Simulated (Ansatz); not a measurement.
Starting structure of a cell relaxation (symmetry kept):

```
Nb P
1.0
    -1.67352    1.67352    5.71398
     1.67352   -1.67352    5.71398
     1.67352    1.67352   -5.71398
Nb P
2 2
Cartesian
  0.0000 0.0000 8.5714
  1.6735 0.0000 5.7144
  0.0000 0.0000 3.8009
  1.6735 0.0000 0.9439
```

Theory: DFT LDA, scalar-relativistic, plane waves, PAW in Ansatz.

Cutoff 420 eV; k points 18×18×18 on the computed 4-atom cell (Γ-centred); Gaussian smearing, width 0.10 eV; no spin polarisation.

**Question.** What does it relax to?

**Answer.** The volume goes down by 0.68 Å³/atom to 15.32 Å³/atom, and the energy falls by 18.5 meV/atom. Final structure:
Space group I4_1md (No. 109). a = 3.304 Å, b = 3.304 Å, c = 11.229 Å, α = 90.00°, β = 90.00°, γ = 90.00°
```csv
atom,site,symmetry,x,y,z
Nb,4a,2mm.,0.5000,0.5000,0.0002
P,4a,2mm.,0.0000,0.0000,0.0824
```

Course of the relaxation (steps run on the plane waves of an earlier cell, and the basis is chosen afresh near the end, so energy and pressure can step there; trial steps that raised the energy were taken back; energies are free energies):

| step | E − E_final (meV/atom) | largest force component (eV/Å) | P (GPa) | V (Å³/atom) |
| --- | --- | --- | --- | --- |
| 1 | 18.5 | 0.003 | -8.37 | 16.00 |
| 2 | 9.2 | 0.002 | 6.64 | 14.86 |
| 3 | -0.1 | 0.005 | -0.40 | 15.35 |
| 4 | -0.1 | 0.001 | -0.04 | 15.32 |
| 5 | -0.1 | 0.000 | 0.00 | 15.32 |
| 6 | 0.0 | 0.000 | -0.01 | 15.32 |

Cost: 1 run of about 10 core-minutes, on AMD EPYC (Zen 3) (shared hosts).